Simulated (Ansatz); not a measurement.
## Phonon dispersion of GeCl2

Level of theory: Ansatz, DFT PBE, scalar-relativistic, plane waves, PAW. Cutoff 420 eV, 6×6×6 k-points (Γ-centred), fixed occupations. No spin polarisation. Phonons by linear response, acoustic sum rule imposed.

Equilibrium structure at this level:
```
CELL_PARAMETERS angstrom
0.00000 3.31000 3.31000
3.31000 0.00000 3.31000
3.31000 3.31000 0.00000
ATOMIC_POSITIONS crystal
Ge 0.00000 0.00000 0.00000
Cl 0.25000 0.25000 0.25000
Cl 0.75000 0.75000 0.75000
```

The structure comes from a generated guess, relaxed at this level; another structure or a mixture of phases may lie lower. The q mesh is coarse, so values between its points are rough.

Force constants from linear response on a 2×2×2 q mesh.

Path: Γ–X–U | K–Γ–L–W–X. Only the points of the 2×2×2 mesh were computed; the rest is interpolation, which is rough on so few points. At q = (0.000, -0.500, -0.500) a computed mode is imaginary, 90i cm⁻¹, so the cell is unstable at this level. Distance along the path (Å⁻¹), then the branches (cm⁻¹, negative for imaginary; the LO field is included):
```
0.000  -80 -80 0 0 0 186 186 186 214
0.119  -81 -81 9 9 34 182 185 185 214
0.237  -84 -84 20 20 66 170 182 182 214
0.356  -88 -88 29 29 95 151 179 179 214
0.475  -92 -92 34 34 118 123 174 174 215
0.593  -93 -93 34 34 86 136 169 169 217
0.712  -93 -93 24 28 28 149 165 165 220
0.831  -91 -91 -64 17 17 156 162 162 222
0.949  -90 -90 -76 8 8 158 161 161 223
0.991  -90 -90 -75 10 10 158 161 161 223
1.033  -90 -88 -74 15 16 156 161 161 222
1.075  -90 -86 -73 21 23 154 160 162 221
1.117  -89 -82 -71 27 30 150 160 163 220
1.159  -88 -77 -69 33 38 146 160 164 217
1.201  -87 -71 -67 38 45 142 159 165 215
1.243  -86 -64 -64 44 53 136 158 167 212
1.285  -85 -61 -54 48 60 131 157 168 209
1.285  -85 -61 -54 48 60 131 157 168 209
1.411  -81 -55 22 55 83 119 152 173 200
1.536  -77 -63 51 59 105 122 143 178 192
1.662  -77 -73 48 74 126 129 135 180 191
1.788  -86 -71 43 75 110 146 150 179 196
1.914  -87 -71 34 66 85 162 165 180 202
2.040  -84 -74 22 49 57 175 176 182 209
2.166  -81 -78 10 26 28 183 183 185 213
2.291  -80 -80 0 0 0 186 186 186 214
2.291  -80 -80 0 0 0 186 186 186 214
2.394  -79 -79 18 19 19 184 184 184 213
2.497  -78 -78 34 39 39 180 180 181 209
2.600  -78 -78 48 59 59 174 174 176 203
2.702  -79 -79 58 77 77 167 167 171 195
2.805  -82 -82 63 92 92 160 160 167 188
2.908  -84 -84 65 101 101 155 155 164 182
3.011  -87 -87 65 106 106 153 153 160 179
3.113  -87 -87 64 107 107 152 152 159 178
3.197  -87 -85 64 105 106 143 152 167 178
3.281  -87 -78 62 99 100 133 151 176 179
3.365  -86 -68 59 87 90 129 148 181 184
3.449  -86 -55 53 70 79 129 144 184 189
3.533  -87 -45 33 60 68 130 139 187 192
3.617  -88 -41 -29 58 61 132 136 190 195
3.701  -89 -45 -43 56 57 133 134 192 196
3.784  -90 -49 -44 56 56 134 134 193 197
3.844  -90 -53 -40 34 67 131 138 188 201
3.903  -90 -58 -34 -31 69 133 144 182 206
3.962  -90 -63 -55 -28 65 138 148 177 211
4.022  -90 -69 -67 -21 56 144 153 171 216
4.081  -90 -79 -71 -15 44 150 156 167 219
4.140  -90 -85 -74 -8 30 154 159 164 221
4.200  -90 -89 -75 5 17 157 160 162 223
4.259  -90 -90 -76 8 8 158 161 161 223
```
